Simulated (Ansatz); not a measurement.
## BiClO: input, output and frames of a trajectory

All numbers below come from DFT PBEsol, scalar-relativistic, plane waves, PAW (Ansatz 0.2.0). The runs took a 420 eV cutoff, a shifted (0.5, 0.5, 0.5 steps) 2×2×2 mesh and Fermi–Dirac smearing (0.069 eV). The mesh is coarse. Spin–orbit coupling is left out, which can shift energies with elements as heavy as these. No spin polarisation.

18 atoms, starting at 1.02 times the perfect crystal's volume (space group P4/nmm, the cell as given, not relaxed at this level); Nosé–Hoover thermostat at 800 K, fixed cell; 28 steps of 8 fs. The run is short and not equilibrated. The time step is too long for these atoms, so the motion is inaccurate.

Self-consistency was reached.

It took 100 s on 4 threads of Intel(R) Xeon(R) Platinum 8259CL CPU @ 2.50GHz (Skylake/Cascade Lake) (shared host), peak memory 1 GiB.

Command:
```bash
ansatz run input.yaml --threads 4 --pin off --max-ram 5120MiB --backend cpu --events-out ev --progress --plain --runs-dir out
```

Input:
```yaml
crystal:
  lattice:
    - [-3.9157623402, 3.9157623402, 0.0]
    - [0.0, 0.0, -7.4188093695]
    - [-3.9157623402, -7.8315246804, 0.0]
  atoms:
    - { symbol: Bi, position: [0.5, 0.829, 0.5] }
    - { symbol: Bi, position: [0.8333333333, 0.829, 0.1666666667] }
    - { symbol: Bi, position: [0.1666666667, 0.829, 0.8333333333] }
    - { symbol: Bi, position: [0.0, 0.171, 0.5] }
    - { symbol: Bi, position: [0.3333333333, 0.171, 0.1666666667] }
    - { symbol: Bi, position: [0.6666666667, 0.171, 0.8333333333] }
    - { symbol: Cl, position: [0.5, 0.35, 0.5] }
    - { symbol: Cl, position: [0.8333333333, 0.35, 0.1666666667] }
    - { symbol: Cl, position: [0.1666666667, 0.35, 0.8333333333] }
    - { symbol: Cl, position: [0.0, 0.65, 0.5] }
    - { symbol: Cl, position: [0.3333333333, 0.65, 0.1666666667] }
    - { symbol: Cl, position: [0.6666666667, 0.65, 0.8333333333] }
    - { symbol: O, position: [0.3333333333, 0.0, 0.6666666667] }
    - { symbol: O, position: [0.6666666667, 0.0, 0.3333333333] }
    - { symbol: O, position: [0.0, 0.0, 0.0] }
    - { symbol: O, position: [0.1666666667, 0.0, 0.3333333333] }
    - { symbol: O, position: [0.5, 0.0, 0.0] }
    - { symbol: O, position: [0.8333333333, 0.0, 0.6666666667] }
basis:
  ecutwfc: 420
kpoints:
  mp_grid: { grid: [2, 2, 2], shift: [0.5, 0.5, 0.5] }
hamiltonian:
  xc: pbesol
scf:
  occupations: { method: fermi_dirac, width: 0.0689 }
  lower_state_search: "off"
  convergence: { dr2_threshold: 1.0e-07 }
output:
  forces: true
  stress: true
md:
  timestep: 8.0
  n_steps: 28
  ensemble: nvt_nose_hoover
  temperature: 800.0
  initial_velocities: maxwell_boltzmann
  seed: 8770
```

Output (its end):
```
...
Free energy (F): -83188.969635 eV
Harris-Foulkes:  -83188.969635 eV  (|F-HF|=1.15e-8)
Internal energy: -83188.969635 eV  (E = F + TS)
E sigma→0 (E₀):  -83188.969635 eV
Fermi energy:    9.195743 eV
--- Per-component energies (eV) ---
  E_band       = -660.256451
  E_kinetic    = 3817.917595
  E_local      = -14298.440851  (includes V_loc(G=0)·N_el)
  E_nonlocal   = 3862.075078
  E_hartree    = 5020.760726
  E_xc         = -1979.685430
  E_vxc        = -2159.548956  (∫ρ·V_xc dr)
  E_paw        = -67820.740785  (= ΣΔE_a)
  E_vpaw       = -1923.794590  (= ΣTr[D̂ρ^β])
  E_aug_tail   = 0.012156  (compensation charges beyond the density's cutoff)
  E_ewald      = -11792.088957
  E_core_change = 1.220833  (= ΣΔE_core)
  E_smearing   = -0.000000  (= −TS)
  E_closure    = 0.000000  (closes the sum)
  Σ components = -83188.969635   (vs F -83188.969635, Δ=0.00e0)
--- Forces (eV/Å), atoms counted from 1 ---
  atom   1  Bi     0.31089791    -0.04923000    -0.27234653
  atom   2  Bi     0.52948714     0.54470663     0.68162128
  atom   3  Bi    -0.74896716    -0.26927141     0.60484912
  atom   4  Bi    -0.10552745     0.29144699    -0.07696964
  atom   5  Bi     0.53858445     0.08472651    -0.21770891
  atom   6  Bi    -0.77091896     0.19546047     0.42449909
  atom   7  Cl     0.48882379     0.21760846    -0.17451736
  atom   8  Cl    -0.24505643    -0.52027083    -0.10078871
  atom   9  Cl    -0.21088494    -0.02977870     0.52815800
  atom  10  Cl     0.50920117    -0.83037668     0.06063266
  atom  11  Cl    -0.23471494     0.07414385    -0.73409090
  atom  12  Cl     0.42349205     0.24406748    -0.72523360
  atom  13  O      0.68984219    -0.39952149     0.22674912
  atom  14  O     -1.16070483    -0.05821894     0.59378113
  atom  15  O      0.66924119    -0.44150753     0.21136506
  atom  16  O     -1.30766612    -0.12558642    -0.69491287
  atom  17  O     -0.15033520     0.71963097    -0.55889885
  atom  18  O      0.77519601     0.35192171     0.22388549
  max |Σ_I F_I| component: 7.36e-5 eV/Å
--- Stress (GPa, compression-positive) ---
        0.601434       0.116827       0.437446
        0.116828      -0.590941      -0.585660
        0.437446      -0.585660      -0.438131
  P = ⅓ Tr σ = -0.1425 GPa (-1.425 kbar)
--- MD trajectory: 28 steps, t = 0.0 → 224.0 fs ---
  final state: T = 642.9 K   F+E_penalty+E_count = -83188.96963536 eV   E_kin = 1.412713 eV
  conserved energy: peak-to-peak 3.957e-2 eV (2.198e-3 eV/atom) over 224.0 fs
```

Frames along the run (Å, eV/Å; dE is the potential energy from the first frame):

```xyz
18
Lattice="-3.916 3.916 0.000 0.000 0.000 -7.419 -3.916 -7.832 0.000" Properties=species:S:1:pos:R:3:forces:R:3 pbc="T T T" time_fs=0.00 dE_eV=0.0000 T_K=800
Bi   -3.916   -1.958   -6.150    0.000    0.000   -0.200
Bi   -3.916    1.958   -6.150    0.000    0.000   -0.200
Bi   -3.916   -5.874   -6.150    0.000    0.000   -0.200
Bi   -1.958   -3.916   -1.269    0.000    0.000    0.200
Bi   -1.958    0.000   -1.269    0.000    0.000    0.200
Bi   -5.874   -3.916   -1.269    0.000    0.000    0.200
Cl   -3.916   -1.958   -2.597    0.000    0.000    0.141
Cl   -3.916    1.958   -2.597    0.000    0.000    0.141
Cl   -3.916   -5.874   -2.597    0.000    0.000    0.141
Cl   -1.958   -3.916   -4.822    0.000    0.000   -0.141
Cl   -1.958    0.000   -4.822    0.000    0.000   -0.141
Cl   -5.874   -3.916   -4.822    0.000    0.000   -0.141
O    -3.916   -3.916    0.000    0.000    0.000   -0.001
O    -3.916    0.000    0.000    0.000    0.000   -0.001
O     0.000    0.000    0.000    0.000    0.000   -0.001
O    -1.958   -1.958    0.000    0.000    0.000    0.001
O    -1.958    1.958    0.000    0.000    0.000    0.001
O    -5.874   -1.958    0.000    0.000    0.000    0.001
18
Lattice="-3.916 3.916 0.000 0.000 0.000 -7.419 -3.916 -7.832 0.000" Properties=species:S:1:pos:R:3:forces:R:3 pbc="T T T" time_fs=24.00 dE_eV=0.7131 T_K=492
Bi   -3.948   -1.942   -6.142   -0.312   -0.035    0.103
Bi   -3.935    2.010   -6.134   -0.189   -0.272   -0.165
Bi   -3.909   -5.914   -6.193    0.315    0.146    0.073
Bi   -1.957   -3.873   -1.238   -0.278   -0.125   -0.592
Bi   -2.002   -0.007   -1.267    0.141    0.017   -0.031
Bi   -5.808   -3.928   -1.208   -0.261   -0.351   -0.957
Cl   -3.767   -2.047   -2.532   -0.357    0.257   -0.204
Cl   -4.029    2.077   -2.892    0.093   -0.203    0.817
Cl   -3.870   -6.048   -2.629   -0.138    0.189    0.165
Cl   -1.949   -4.040   -4.774   -0.034    0.177   -0.308
Cl   -1.937   -0.061   -5.031   -0.196    0.308    0.478
Cl   -5.777   -3.849   -4.788   -0.129   -0.381   -0.444
O    -3.819   -3.965    0.014   -0.369   -0.042    0.203
O    -4.091    0.011    0.012    0.884    0.630    0.336
O    -0.057   -0.058   -0.097    0.667   -0.125    0.383
O    -2.092   -1.849    0.079    0.952   -0.513   -0.745
O    -1.898    1.929    0.052   -0.661    0.152   -0.241
O    -5.836   -2.029   -0.161   -0.127    0.171    1.129
18
Lattice="-3.916 3.916 0.000 0.000 0.000 -7.419 -3.916 -7.832 0.000" Properties=species:S:1:pos:R:3:forces:R:3 pbc="T T T" time_fs=40.00 dE_eV=0.9329 T_K=397
Bi   -3.973   -1.932   -6.136   -0.041    0.095    0.118
Bi   -3.951    2.042   -6.125    0.134   -0.424    0.058
Bi   -3.900   -5.940   -6.222    0.053   -0.052    0.400
Bi   -1.959   -3.845   -1.224    0.098   -0.136   -0.243
Bi   -2.029   -0.011   -1.267    0.508    0.228    0.055
Bi   -5.768   -3.941   -1.180   -0.620   -0.513   -1.056
Cl   -3.696   -2.088   -2.503   -0.559    0.378   -0.280
Cl   -4.097    2.142   -3.024    0.179   -0.384    1.120
Cl   -3.850   -6.151   -2.637   -0.156    0.397    0.276
Cl   -1.945   -4.111   -4.767   -0.031    0.130   -0.282
Cl   -1.937   -0.078   -5.136   -0.365    0.457    0.732
Cl   -5.722   -3.833   -4.800   -0.065   -0.321   -0.334
O    -3.818   -4.005    0.057   -0.031    0.293   -0.187
O    -4.063    0.128    0.069    0.380   -0.582   -0.386
O     0.019   -0.117   -0.097   -0.003    0.567    0.013
O    -2.021   -1.864    0.009    0.040   -0.558   -0.318
O    -1.971    1.935    0.047    0.323    0.056   -0.277
O    -5.835   -2.056   -0.079    0.156    0.369    0.591
18
Lattice="-3.916 3.916 0.000 0.000 0.000 -7.419 -3.916 -7.832 0.000" Properties=species:S:1:pos:R:3:forces:R:3 pbc="T T T" time_fs=64.00 dE_eV=1.3879 T_K=221
Bi   -4.013   -1.915   -6.123    0.475   -0.047    0.552
Bi   -3.970    2.081   -6.112    0.436   -0.642   -0.478
Bi   -3.886   -5.979   -6.255   -0.077    0.361    0.844
Bi   -1.960   -3.808   -1.209    0.413   -1.019   -0.662
Bi   -2.061   -0.013   -1.265    0.668    0.204   -0.244
Bi   -5.719   -3.969   -1.158   -0.634    0.127   -0.927
Cl   -3.661   -2.101   -2.497   -0.665    0.341   -0.400
Cl   -4.176    2.187   -3.079    0.382   -0.557    0.987
Cl   -3.841   -6.251   -2.612   -0.158    0.722    0.171
Cl   -1.939   -4.199   -4.790    0.161    0.328   -0.081
Cl   -1.983   -0.045   -5.204   -0.071    0.369    0.673
Cl   -5.648   -3.851   -4.857   -0.266   -0.361    0.035
O    -3.817   -3.986    0.062    0.139    0.092   -0.223
O    -3.930    0.116    0.036   -0.280   -0.686   -0.262
O     0.106   -0.052   -0.085   -0.597    0.036    0.167
O    -1.900   -1.985   -0.143   -0.013    0.953    1.003
O    -1.977    1.960   -0.034    0.332   -0.069    0.133
O    -5.798   -2.020    0.138   -0.244   -0.152   -1.289
18
Lattice="-3.916 3.916 0.000 0.000 0.000 -7.419 -3.916 -7.832 0.000" Properties=species:S:1:pos:R:3:forces:R:3 pbc="T T T" time_fs=80.00 dE_eV=1.3463 T_K=264
Bi   -4.035   -1.904   -6.106    0.501   -0.209    0.244
Bi   -3.978    2.099   -6.108    0.398   -0.409   -0.550
Bi   -3.877   -6.003   -6.266    0.078    0.886    0.921
Bi   -1.954   -3.794   -1.207    0.406   -0.816   -0.785
Bi   -2.072   -0.011   -1.266    0.972    0.048   -0.681
Bi   -5.695   -3.989   -1.157   -0.647    0.590   -1.194
Cl   -3.696   -2.079   -2.527   -0.467    0.195   -0.323
Cl   -4.199    2.171   -3.027    0.427   -0.532    0.691
Cl   -3.848   -6.260   -2.578   -0.040    0.828   -0.053
Cl   -1.923   -4.234   -4.816    0.179    0.531    0.008
Cl   -2.026    0.012   -5.190    0.173    0.119    0.684
Cl   -5.618   -3.895   -4.899   -0.495   -0.307    0.108
O    -3.793   -3.944    0.019   -0.045   -0.119    0.140
O    -3.882   -0.041   -0.052   -0.703    0.401    0.554
O     0.063    0.023   -0.056   -0.038   -0.977    0.003
O    -1.829   -1.944   -0.096   -0.040    0.116    0.526
O    -1.905    1.966   -0.078   -0.473   -0.188    0.573
O    -5.799   -2.011    0.089   -0.185   -0.157   -0.865
18
Lattice="-3.916 3.916 0.000 0.000 0.000 -7.419 -3.916 -7.832 0.000" Properties=species:S:1:pos:R:3:forces:R:3 pbc="T T T" time_fs=104.00 dE_eV=1.1620 T_K=415
Bi   -4.059   -1.890   -6.076    0.500   -0.357   -0.524
Bi   -3.980    2.120   -6.112    0.573   -0.645    0.353
Bi   -3.861   -6.021   -6.265    0.074    0.597    0.121
Bi   -1.936   -3.789   -1.220    0.175   -0.388   -0.479
Bi   -2.070   -0.008   -1.282    0.655   -0.234    0.079
Bi   -5.671   -4.008   -1.184   -0.652    0.245   -1.050
Cl   -3.808   -2.019   -2.616   -0.079    0.040   -0.082
Cl   -4.182    2.078   -2.848    0.343   -0.253    0.507
Cl   -3.865   -6.168   -2.530   -0.118    0.422   -0.123
Cl   -1.881   -4.221   -4.857   -0.259    0.483    0.112
Cl   -2.071    0.113   -5.074    0.313   -0.356    0.593
Cl   -5.634   -4.000   -4.952   -0.461    0.050    0.160
O    -3.781   -3.915   -0.002   -0.355   -0.328    0.245
O    -3.975   -0.158   -0.047    0.285    0.956    0.243
O     0.005   -0.090   -0.018    0.443    0.499   -0.366
O    -1.796   -1.889    0.061   -1.250   -0.665   -0.899
O    -1.922    1.924    0.004   -0.251   -0.085   -0.004
O    -5.839   -2.037   -0.161    0.064    0.020    1.114
18
Lattice="-3.916 3.916 0.000 0.000 0.000 -7.419 -3.916 -7.832 0.000" Properties=species:S:1:pos:R:3:forces:R:3 pbc="T T T" time_fs=120.00 dE_eV=0.8353 T_K=612
Bi   -4.069   -1.885   -6.061    0.642   -0.361   -0.806
Bi   -3.974    2.125   -6.111   -0.003   -1.149   -0.034
Bi   -3.848   -6.024   -6.261   -0.130    0.581   -0.075
Bi   -1.920   -3.792   -1.237   -0.305   -0.531   -0.169
Bi   -2.057   -0.008   -1.295    0.218   -0.247    0.559
Bi   -5.664   -4.016   -1.219   -0.574    0.068   -0.441
Cl   -3.901   -1.972   -2.689    0.110   -0.085    0.191
Cl   -4.137    1.984   -2.674    0.339   -0.058    0.146
Cl   -3.887   -6.059   -2.507   -0.162    0.075   -0.114
Cl   -1.868   -4.167   -4.877   -0.538    0.437    0.209
Cl   -2.077    0.159   -4.936    0.247   -0.503    0.278
Cl   -5.689   -4.076   -4.976   -0.397    0.248    0.339
O    -3.835   -3.952    0.031   -0.198   -0.393   -0.080
O    -4.023   -0.066    0.022    0.498    0.510   -0.053
O     0.038   -0.135   -0.053   -0.230    0.750   -0.292
O    -1.974   -1.966    0.035   -0.090    0.526   -0.130
O    -1.996    1.874    0.082    0.332    0.022   -0.637
O    -5.854   -2.056   -0.173    0.240    0.112    1.108
18
Lattice="-3.916 3.916 0.000 0.000 0.000 -7.419 -3.916 -7.832 0.000" Properties=species:S:1:pos:R:3:forces:R:3 pbc="T T T" time_fs=144.00 dE_eV=0.9999 T_K=606
Bi   -4.071   -1.885   -6.055    0.824   -0.052   -0.213
Bi   -3.961    2.110   -6.113    0.299   -0.693   -0.613
Bi   -3.832   -6.016   -6.255   -0.708    0.328    0.283
Bi   -1.901   -3.809   -1.265   -0.457   -0.352    0.804
Bi   -2.032   -0.013   -1.301   -0.073    0.081    0.551
Bi   -5.665   -4.028   -1.282   -0.582    0.032    0.339
Cl   -4.032   -1.912   -2.774    0.120   -0.296    0.561
Cl   -4.024    1.834   -2.390    0.081    0.387   -0.694
Cl   -3.937   -5.878   -2.487    0.108   -0.126   -0.237
Cl   -1.916   -4.023   -4.882   -0.369    0.342    0.176
Cl   -2.059    0.169   -4.691    0.021   -0.284   -0.338
Cl   -5.826   -4.160   -4.966   -0.147    0.383    0.478
O    -3.952   -4.096    0.051    0.522    0.520   -0.276
O    -3.996    0.173    0.101   -0.450   -0.966   -0.363
O     0.012   -0.041   -0.152   -0.254   -0.296    0.529
O    -2.261   -1.933   -0.044    0.736    0.321    0.035
O    -2.013    1.823    0.030    0.294    0.573   -0.166
O    -5.794   -2.050    0.060    0.036    0.098   -0.856
18
Lattice="-3.916 3.916 0.000 0.000 0.000 -7.419 -3.916 -7.832 0.000" Properties=species:S:1:pos:R:3:forces:R:3 pbc="T T T" time_fs=160.00 dE_eV=1.4161 T_K=452
Bi   -4.060   -1.887   -6.056    1.140    0.172    0.090
Bi   -3.950    2.088   -6.122    0.153   -0.422   -0.624
Bi   -3.830   -6.005   -6.247   -0.700    0.344    0.120
Bi   -1.895   -3.826   -1.275   -0.641   -0.287    0.881
Bi   -2.016   -0.015   -1.297   -0.036    0.146    0.162
Bi   -5.675   -4.036   -1.322   -0.404    0.160    0.529
Cl   -4.112   -1.894   -2.787    0.072   -0.255    0.575
Cl   -3.935    1.760   -2.247   -0.304    0.929   -1.261
Cl   -3.966   -5.763   -2.492    0.301   -0.316   -0.423
Cl   -1.984   -3.893   -4.870   -0.116    0.112    0.080
Cl   -2.042    0.148   -4.544    0.038   -0.182   -0.765
Cl   -5.937   -4.185   -4.918    0.153    0.446    0.363
O    -3.953   -4.123    0.016    0.560    0.853   -0.048
O    -4.034    0.192    0.097   -0.192   -0.923   -0.007
O    -0.061   -0.009   -0.136    0.340   -0.338    0.624
O    -2.331   -1.830   -0.085    0.744   -0.653    0.365
O    -1.965    1.879   -0.054   -0.229    0.268    0.617
O    -5.740   -2.027    0.112   -0.878   -0.054   -1.278
18
Lattice="-3.916 3.916 0.000 0.000 0.000 -7.419 -3.916 -7.832 0.000" Properties=species:S:1:pos:R:3:forces:R:3 pbc="T T T" time_fs=184.00 dE_eV=1.3223 T_K=538
Bi   -4.022   -1.886   -6.060    0.251   -0.315   -1.006
Bi   -3.929    2.044   -6.151   -0.291   -0.451   -0.112
Bi   -3.842   -5.978   -6.234   -0.168    0.724   -0.209
Bi   -1.902   -3.861   -1.272   -0.939   -0.462    0.440
Bi   -1.991   -0.017   -1.287    0.094   -0.251    0.721
Bi   -5.698   -4.040   -1.372   -0.040    0.963    0.767
Cl   -4.222   -1.898   -2.738    0.317   -0.099    0.231
Cl   -3.841    1.772   -2.188   -0.486    0.965   -1.038
Cl   -3.971   -5.635   -2.556    0.281   -0.729   -0.321
Cl   -2.103   -3.682   -4.841    0.141   -0.320    0.081
Cl   -2.011    0.089   -4.422    0.028   -0.223   -0.929
Cl   -6.086   -4.162   -4.800    0.329    0.549    0.130
O    -3.845   -3.950   -0.035   -0.800   -0.049    0.288
O    -4.100    0.005    0.104    0.782    0.381   -0.017
O    -0.094   -0.037    0.040   -0.005    0.245   -0.359
O    -2.227   -1.844   -0.027    0.608   -0.118    0.391
O    -1.948    1.993   -0.003    0.008   -0.696    0.381
O    -5.857   -2.009   -0.089   -0.111   -0.115    0.562
18
Lattice="-3.916 3.916 0.000 0.000 0.000 -7.419 -3.916 -7.832 0.000" Properties=species:S:1:pos:R:3:forces:R:3 pbc="T T T" time_fs=200.00 dE_eV=1.2869 T_K=595
Bi   -3.991   -1.889   -6.076    0.306   -0.732   -0.539
Bi   -3.918    2.006   -6.174   -0.370   -0.238    0.710
Bi   -3.853   -5.950   -6.228   -0.134    0.402    0.233
Bi   -1.920   -3.892   -1.263   -0.595   -0.257    0.574
Bi   -1.972   -0.021   -1.270    0.105   -0.334    1.180
Bi   -5.716   -4.031   -1.396   -0.087    0.862    0.958
Cl   -4.274   -1.910   -2.679    0.469   -0.021    0.056
Cl   -3.817    1.867   -2.244   -0.460    0.317   -0.510
Cl   -3.948   -5.605   -2.631    0.084   -0.586    0.020
Cl   -2.175   -3.559   -4.814    0.347   -0.642    0.229
Cl   -1.987    0.028   -4.418   -0.059   -0.164   -0.710
Cl   -6.162   -4.099   -4.703    0.365    0.521   -0.054
O    -3.881   -3.811   -0.024   -0.673   -0.457   -0.020
O    -4.019   -0.084    0.109    0.452    0.703   -0.816
O    -0.102   -0.028    0.124    0.021    0.275   -0.831
O    -2.039   -1.905    0.094   -0.143    0.250   -0.370
O    -1.947    1.960    0.117    0.240   -0.273   -0.837
O    -5.980   -2.014   -0.169    0.132    0.373    0.727
18
Lattice="-3.916 3.916 0.000 0.000 0.000 -7.419 -3.916 -7.832 0.000" Properties=species:S:1:pos:R:3:forces:R:3 pbc="T T T" time_fs=224.00 dE_eV=1.3441 T_K=643
Bi   -3.934   -1.908   -6.113    0.311   -0.049   -0.272
Bi   -3.905    1.945   -6.192    0.529    0.545    0.682
Bi   -3.876   -5.898   -6.210   -0.749   -0.269    0.605
Bi   -1.961   -3.946   -1.236   -0.106    0.291   -0.077
Bi   -1.939   -0.033   -1.220    0.539    0.085   -0.218
Bi   -5.748   -3.998   -1.413   -0.771    0.195    0.424
Cl   -4.294   -1.928   -2.581    0.489    0.218   -0.175
Cl   -3.840    2.045   -2.395   -0.245   -0.520   -0.101
Cl   -3.907   -5.627   -2.738   -0.211   -0.030    0.528
Cl   -2.240   -3.456   -4.742    0.509   -0.830    0.061
Cl   -1.960   -0.085   -4.507   -0.235    0.074   -0.734
Cl   -6.232   -3.932   -4.569    0.423    0.244   -0.725
O    -4.072   -3.719   -0.005    0.690   -0.400    0.227
O    -3.806   -0.063   -0.072   -1.161   -0.058    0.594
O    -0.077    0.028    0.052    0.669   -0.442    0.211
O    -1.871   -1.953    0.138   -1.308   -0.126   -0.695
O    -1.896    1.863    0.058   -0.150    0.720   -0.559
O    -6.101   -1.898   -0.112    0.775    0.352    0.224
```